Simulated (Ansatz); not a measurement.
A relaxed 1×1 slab of 5 planes, cut along (111) from a fcc crystal of one element, has a cell area of 6.51 Å² and a bulk spacing of 2.239 Å between its first planes. All-electron LAPW in Ansatz 0.2.0 (PBEsol, scalar-relativistic, no spin polarisation) gives γ = 1.70 J/m², Φ = 5.35 eV and a change of the outer spacing of 0.0 %. The fcc structure needn't be the element's own.

Question: Which element is it?

Answer: Pd. This is the case that was computed; others weren't tested.
